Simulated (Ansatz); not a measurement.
Relaxed-ion elastic tensor of Ru (hcp (Mg type), space group No. 194) in GPa (Voigt order), r²SCAN (plane waves, PAW; program Ansatz); density 12.42 g/cm³, 13.51 Å³ per atom.

```
     1    2    3    4    5    6
-  ---  ---  ---  ---  ---  ---
1  609  199  186  0.0  0.0  0.0
2  199  609  186  0.0  0.0  0.0
3  186  186  689  0.0  0.0  0.0
4  0.0  0.0  0.0  197  0.0  0.0
5  0.0  0.0  0.0  0.0  197  0.0
6  0.0  0.0  0.0  0.0  0.0  205
```

Is the crystal mechanically stable?

Yes: the smallest eigenvalue of C is 197 GPa.

Work out the Voigt, Reuss and Hill averages.

K_V = 339, K_R = 338, K_H = 338; G_V = 209, G_R = 208, G_H = 208 GPa.

Give Young's modulus, Poisson's ratio, Pugh's ratio and the universal anisotropy index.

E = 9KG/(3K + G) = 518 GPa; ν = 0.24; K/G = 1.62 (brittle by the Pugh limit of 1.75); A_U = 5G_V/G_R + K_V/K_R − 6 = 0.03.

Estimate the sound speeds and the Debye temperature.

v_l = √((K + 4G/3)/ρ) = 7040 m/s, v_t = √(G/ρ) = 4090 m/s, mean 4540 m/s; Θ = (h/k)(3n/4πV)^(1/3) v_m = 568 K.

How much does each axis shrink under pressure?

Linear compressibilities β_i = Σ_j S_ij (j = 1 to 3): x 1.0, y 1.0, z 0.89 per TPa.

Space group P6_3/mmc (hcp (Mg type)). Symmetry was held in the r²SCAN relaxation; of distortions, only those at the zone centre were tested. No spin polarisation was allowed. As this level gives no gap, shear constants depend on the k-mesh and smearing (Fermi–Dirac, 0.1 eV here).

Potentials: the earlier of the program's two PAW sets.
